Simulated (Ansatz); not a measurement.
## Structure relaxation, TiO2

The start is a relaxed TiO2 cell, doubled along one cell vector, shaken by Gaussian noise of σ = 0.08 Å a coordinate. A full variable-cell relaxation at zero pressure is run with r2SCAN (plane waves to 500 eV, PAW, scalar-relativistic; Ansatz, a program for electronic structure). The first steps use a coarse 3×5×8 k-mesh.

Input geometry:
```
TiO2
1.0
    9.19510     0.00000     0.00000
    0.00000     4.59755     0.00000
    0.00000     0.00000     2.95415
Ti O
4 8
Direct
  0.00555   0.01627   0.00797
  0.49883   0.98384   0.97156
  0.26075   0.49042   0.56463
  0.74136   0.47890   0.51140
  0.13696   0.28904   0.96969
  0.65427   0.26958   0.94267
  0.42035   0.21176   0.51845
  0.89453   0.18869   0.49292
  0.09545   0.81886   0.49405
  0.59035   0.83611   0.45680
  0.35458   0.66565   0.96120
  0.85113   0.70878   0.94035
```

### Question
By how much does the energy per atom fall from start to end?

### Answer
0.19 eV/atom.

### Question
Is the parent structure recovered?

### Answer
It relaxes back to the parent, P4₂/mnm (No. 136).

### Question
How do the shortest distances between atoms change?

### Answer
The closest pairs of elements (up to four, under 3.6 Å), start → end: O–Ti 1.66 → 1.95 Å; O–O 2.34 → 2.54 Å; Ti–Ti 2.95 → 2.95 Å.

### Question
What band gap does the relaxed structure have at this level?

### Answer
2.22 eV, direct at Γ (no spin-orbit coupling).

Final structure:

```cif
data_O4Ti2
_chemical_formula_sum 'Ti2 O4'
_space_group_name_H-M_alt 'P42/mnm'
_space_group_IT_number 136
_space_group_name_Hall '-P 4n 2n'
_cell_length_a 4.59732
_cell_length_b 4.59732
_cell_length_c 2.95428
_cell_angle_alpha 90.000
_cell_angle_beta 90.000
_cell_angle_gamma 90.000
loop_
_atom_site_label
_atom_site_type_symbol
_atom_site_symmetry_multiplicity
_atom_site_Wyckoff_symbol
_atom_site_fract_x
_atom_site_fract_y
_atom_site_fract_z
_atom_site_occupancy
Ti1 Ti 2 a 0.00000 0.00000 0.00000 1
O1 O 4 g 0.19542 0.19542 0.50000 1
```

Final values are on a 7×7×11 k-mesh of the relaxed cell. The start holds a very short contact (Ti–O 1.66 Å). No spin polarisation in the result.
